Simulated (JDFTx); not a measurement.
An input for a modified build of JDFTx (Ru(0001), soft-sphere model, water, 1 M NaCl; bohr, hartree) and the course of its log:

```
lattice \
  5.1170574511 -2.5585287161 0.0000000000 \
  0.0000000000 4.4315017383 0.0000000000 \
  0.0000000000 0.0000000000 42.3298651916
coords-type Lattice
ion Ru 0.3333333333 0.6666666667 -0.1410572397 0
ion Ru 0.6666666667 0.3333333333 -0.0476350450 0
ion Ru 0.3333333333 0.6666666667 0.0476350450 0
ion Ru 0.6666666667 0.3333333333 0.1410572397 0
ion-species pseudo/ru_pbe_v1.2.upf
elec-cutoff 20 100
elec-ex-corr gga-PBE
coulomb-interaction Slab 001
coulomb-truncation-embed 0 0 0
kpoint-folding 10 10 1
elec-smearing Fermi 0.01
elec-n-bands 43
target-mu -0.052919
electronic-scf nIterations 100 energyDiffThreshold 1e-07
fluid LinearPCM
pcm-variant SoftSphere
fluid-solvent H2O
fluid-cation Na+ 1
fluid-anion Cl- 1
fluid-minimize nIterations 400 knormThreshold 1e-12
wavefunction read f1.wfns
elec-initial-eigenvals f1.eigenvals
elec-initial-fillings read f1.fillings
fluid-initial-state f1.fluidState
dump-name f1_u0.$VAR
dump End State Ecomponents EigStats BandEigs Forces ElecDensity IonicPositions Fillings Kpoints Dtot FluidDebug BoundCharge FluidDensity
```

```
[one cycle in 5 is shown, and the last three; fluid-solver lines are left out]
	FillingsUpdate:  mu: -0.052919000  nElectrons: 66.848344
SCF: Cycle:  0   G: -376.222084094587842   dG: +7.974e-01   |Residual|: 2.233e-01   |deigs|: 1.025e-06
	FillingsUpdate:  mu: -0.052919000  nElectrons: 64.347825
SCF: Cycle:  5   G: -377.022779496340320   dG: -6.124e-02   |Residual|: 1.567e-02   |deigs|: 6.499e-03
	FillingsUpdate:  mu: -0.052919000  nElectrons: 64.476501
SCF: Cycle: 10   G: -377.023189838581118   dG: -3.530e-05   |Residual|: 1.161e-02   |deigs|: 6.743e-04
	FillingsUpdate:  mu: -0.052919000  nElectrons: 64.409475
SCF: Cycle: 15   G: -377.022323183271169   dG: +3.765e-03   |Residual|: 9.258e-03   |deigs|: 6.203e-03
	FillingsUpdate:  mu: -0.052919000  nElectrons: 64.378199
SCF: Cycle: 20   G: -377.020934694388359   dG: +2.724e-03   |Residual|: 1.338e-02   |deigs|: 3.990e-03
	FillingsUpdate:  mu: -0.052919000  nElectrons: 64.764810
SCF: Cycle: 25   G: -377.028308591840926   dG: +1.168e-03   |Residual|: 6.976e-03   |deigs|: 1.772e-03
	FillingsUpdate:  mu: -0.052919000  nElectrons: 64.853716
SCF: Cycle: 30   G: -377.029257888708685   dG: +7.890e-04   |Residual|: 9.086e-03   |deigs|: 1.068e-03
	FillingsUpdate:  mu: -0.052919000  nElectrons: 64.838189
SCF: Cycle: 35   G: -377.028906825216552   dG: +2.533e-06   |Residual|: 6.541e-03   |deigs|: 4.361e-04
	FillingsUpdate:  mu: -0.052919000  nElectrons: 65.023701
SCF: Cycle: 40   G: -377.031477062248428   dG: +3.618e-03   |Residual|: 7.920e-03   |deigs|: 3.838e-03
	FillingsUpdate:  mu: -0.052919000  nElectrons: 64.714373
SCF: Cycle: 45   G: -377.026899909447366   dG: -2.457e-04   |Residual|: 6.648e-03   |deigs|: 2.115e-04
	FillingsUpdate:  mu: -0.052919000  nElectrons: 65.030413
SCF: Cycle: 50   G: -377.033270129882396   dG: -3.189e-03   |Residual|: 1.012e-02   |deigs|: 3.349e-03
	FillingsUpdate:  mu: -0.052919000  nElectrons: 64.503910
SCF: Cycle: 55   G: -377.024349122609465   dG: +3.950e-03   |Residual|: 1.133e-02   |deigs|: 5.170e-03
	FillingsUpdate:  mu: -0.052919000  nElectrons: 65.231307
SCF: Cycle: 60   G: -377.033044825486115   dG: -1.708e-04   |Residual|: 1.635e-02   |deigs|: 2.712e-04
	FillingsUpdate:  mu: -0.052919000  nElectrons: 65.505418
SCF: Cycle: 65   G: -377.032953793675460   dG: -6.655e-04   |Residual|: 3.715e-02   |deigs|: 5.294e-04
	FillingsUpdate:  mu: -0.052919000  nElectrons: 65.569271
SCF: Cycle: 70   G: -377.041080216697253   dG: -1.349e-03   |Residual|: 1.358e-02   |deigs|: 1.825e-03
	FillingsUpdate:  mu: -0.052919000  nElectrons: 65.774293
SCF: Cycle: 75   G: -377.043287500891381   dG: -1.686e-04   |Residual|: 2.097e-02   |deigs|: 1.239e-03
	FillingsUpdate:  mu: -0.052919000  nElectrons: 65.662518
SCF: Cycle: 80   G: -377.044143272040515   dG: -5.777e-04   |Residual|: 1.047e-02   |deigs|: 4.435e-04
	FillingsUpdate:  mu: -0.052919000  nElectrons: 65.723961
SCF: Cycle: 85   G: -377.045281835902642   dG: +9.287e-04   |Residual|: 1.170e-02   |deigs|: 9.894e-04
	FillingsUpdate:  mu: -0.052919000  nElectrons: 65.506889
SCF: Cycle: 90   G: -377.041928313300957   dG: -3.147e-03   |Residual|: 7.327e-03   |deigs|: 2.473e-03
	FillingsUpdate:  mu: -0.052919000  nElectrons: 65.793917
SCF: Cycle: 95   G: -377.048714016340739   dG: -4.575e-03   |Residual|: 9.618e-03   |deigs|: 2.470e-03
	FillingsUpdate:  mu: -0.052919000  nElectrons: 65.823014
SCF: Cycle: 97   G: -377.049028319555362   dG: -1.178e-03   |Residual|: 9.580e-03   |deigs|: 6.346e-04
	FillingsUpdate:  mu: -0.052919000  nElectrons: 65.824799
SCF: Cycle: 98   G: -377.049433009486961   dG: -4.047e-04   |Residual|: 1.019e-02   |deigs|: 2.199e-04
	FillingsUpdate:  mu: -0.052919000  nElectrons: 65.693240
SCF: Cycle: 99   G: -377.046660049623540   dG: +2.773e-03   |Residual|: 8.703e-03   |deigs|: 1.427e-03
SCF: None of the convergence criteria satisfied after 100 iterations.
IonicMinimize: Iter:   0  G: -377.046660049623540  |grad|_K:  0.000e+00
IonicMinimize: Converged (|grad|_K<1.000000e-04).
```

This run gave no converged result. The electronic loop ended without meeting its threshold, so the last energy, electron count and forces aren't results.
